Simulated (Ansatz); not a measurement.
GaRu3C:
```xyz
5
Lattice="3.9970 0.0000 0.0000 0.0000 3.9970 0.0000 0.0000 0.0000 3.9970" Properties=species:S:1:pos:R:3 pbc="T T T"
Ga     0.0000     0.0000     0.0000
Ru     0.0000     1.9985     1.9985
Ru     1.9985     0.0000     1.9985
Ru     1.9985     1.9985     0.0000
C      1.9985     1.9985     1.9985
```

Relaxed with r²SCAN. Special points in fractions of this cell's reciprocal vectors: Γ (0.000, 0.000, 0.000); X (0.000, 0.500, 0.000); M (0.500, 0.500, 0.000); R (0.500, 0.500, 0.500).

### Question
List the band energies nearest the Fermi level at these points for plane-wave PAW r²SCAN (Ansatz code).

### Answer
In eV from the Fermi level; about four levels below and three above (degenerate sets whole), none deeper than 8.9 eV; points with the same levels are listed once.

```csv
k,below,above
Γ,-0.87 -0.87 -0.87 -0.61 -0.61,1.47 1.57 1.57 1.57
X,-0.96 -0.96 -0.75 -0.02,1.57 1.90 1.90
M,-0.97 -0.68 -0.56 -0.10,0.30 2.23 2.23
R,-1.55 -1.55 -1.55 -0.20 -0.20,1.28 1.28 1.28
```

Space group Pm-3m (anti-perovskite). The start of the workflow was typed in or built on a structure type; neither database checked (COD, Materials Project) lists it. Whether it is the stable phase at ambient conditions was not checked. Symmetry was held in the r²SCAN relaxation; its stability against distortions is not shown here. The run is not spin-polarised. Scalar-relativistic: spin–orbit coupling is off unless named, which matters more the heavier the elements.

Potentials: the earlier of the program's two PAW sets.
